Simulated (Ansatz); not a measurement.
La$_{2}$Te$_{3}$: computed property card

La₂Te₃:
```
CELL_PARAMETERS angstrom
     -4.85467     4.85467    14.59698
      4.85467    -4.85467    14.59698
      4.85467     4.85467   -14.59698
ATOMIC_POSITIONS crystal
  La 0.57793 0.46692 0.62469
  La 0.53308 0.15777 0.11102
  La 0.84223 0.95325 0.37531
  La 0.04675 0.42207 0.88898
  La 0.17207 0.29675 0.38898
  La 0.21692 0.82793 0.12469
  La 0.90777 0.78308 0.61102
  La 0.70325 0.09223 0.87531
  La 0.16696 0.16696 0.00000
  La 0.83304 0.83304 0.00000
  La 0.58304 0.08304 0.50000
  La 0.91696 0.41696 0.50000
  La 0.87500 0.50578 0.13078
  La 0.49422 0.62500 0.36922
  La 0.37500 0.74422 0.86922
  La 0.25578 0.12500 0.63078
  Te 0.50843 0.11039 0.25279
  Te 0.88961 0.14240 0.39804
  Te 0.85760 0.25564 0.74721
  Te 0.74436 0.49157 0.60196
  Te 0.24157 0.99436 0.10196
  Te 0.86039 0.75843 0.75279
  Te 0.89240 0.13961 0.89804
  Te 0.00564 0.10760 0.24721
  Te 0.07305 0.82601 0.60591
  Te 0.17399 0.77990 0.24704
  Te 0.22010 0.46715 0.39409
  Te 0.53285 0.92695 0.75296
  Te 0.67695 0.78285 0.25296
  Te 0.57601 0.32305 0.10591
  Te 0.52990 0.42399 0.74704
  Te 0.21715 0.47010 0.89409
  Te 0.84143 0.43651 0.24595
  Te 0.56349 0.80943 0.40492
  Te 0.19057 0.59549 0.75405
  Te 0.40451 0.15857 0.59508
  Te 0.90857 0.65451 0.09508
  Te 0.18651 0.09143 0.74595
  Te 0.55943 0.81349 0.90492
  Te 0.34549 0.44057 0.25405
```

Space group I-42d (No. 122); conventional cell a = 9.709 Å, b = 9.709 Å, c = 29.194 Å, α = 90.00°, β = 90.00°, γ = 90.00°.

Method: the program Ansatz at the r²SCAN level (PAW). Structure relaxed to zero pressure with the same functional. Other levels are named where they apply.

**Cell and energy**

```
Property                                                      Result
-----------------------------------------------------  -------------
Volume per atom                                             34.40 Å³
Density                                                   6.38 g/cm³
Formation energy from the elements (no fitted shifts)  -1.87 eV/atom
```

**Electronic structure**

```
Quantity                                               Value
----------------------------------------  ------------------
Band gap                                  1.34 eV (indirect)
Valence-band maximum                                    at M
Conduction-band minimum                                 at Γ
Smallest direct gap on the standard path             1.43 eV
```

The first step of the workflow began from a Materials Project structure, measured or hypothetical; the Crystallography Open Database copy checked does not list it. Its standing as an ambient phase is unchecked. The r²SCAN relaxation kept the symmetry of its start; whether a distortion lowers the energy is not shown. The references are the lowest solids computed at this level, not always the standard phases. Spin–orbit coupling is left out wherever it is not named.

Potentials: the later of the program's two PAW sets.
